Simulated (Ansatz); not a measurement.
This guess for InOsC4N4 is about to be relaxed.

```
In Os C N
1.0
     5.95364    0.00000    0.00000
     0.00000    5.95364    0.00000
     0.00000    0.00000    5.95364
In Os C N
1 1 4 4
Cartesian
  0.0000 0.0000 0.0000
  2.9768 2.9768 2.9768
  1.1553 1.1553 1.1553
  1.1553 4.7984 4.7984
  4.7984 1.1553 4.7984
  4.7984 4.7984 1.1553
  1.8308 1.8308 1.8308
  1.8308 4.1229 4.1229
  4.1229 1.8308 4.1229
  4.1229 4.1229 1.8308
```

Method: DFT PBE, scalar-relativistic, plane waves, PAW (Ansatz). Cutoff 420 eV, Gaussian smearing, Γ-centred meshes. Cell and atoms relax first on a coarse mesh and then on a converged one. In between, the cell is made exact in the group found at 0.06 Å. The steps can't lower the symmetry of their start. Collinear spin, starting moments Os 1.0 μB.

A guess keeps its type if space group and coordination stay and the shape of the cell changes little (axis ratios within about 15 %, angles within 6°); the volume may change.

**Question.** Does it keep its structure type, or change into something else?

**Answer.** It keeps its type. The symmetry stays P-43m (No. 215). The volume per atom grows by 9.2 %, from 21.1 to 23.0 Å³. The shortest distance goes from 1.17 Å (C–N) to 1.18 Å (C–N). Counting neighbours within 15 % of an atom's shortest distance, the start has C 1, In 4, N 1, Os 4 and the end C 1, In 4, N 1, Os 4.

Energies over the elements count from the elements' standard structures at the same level (N₂ as a molecule), with no fitted energy shifts.

**Question.** At what energy does it end?

**Answer.** +0.805 eV/atom. A positive value: parting into the elements would lower its energy.

The last run used collinear spin, a 6×6×6 mesh for its 10-atom cell and Gaussian smearing of 0.02 eV. These runs have no spin–orbit coupling, which can matter for Os. The reference form of C is held partly by dispersion forces, which this level lacks. The magnetic state reached may not be the lowest. Symmetry constrained the relaxation, so the result can be a saddle point.
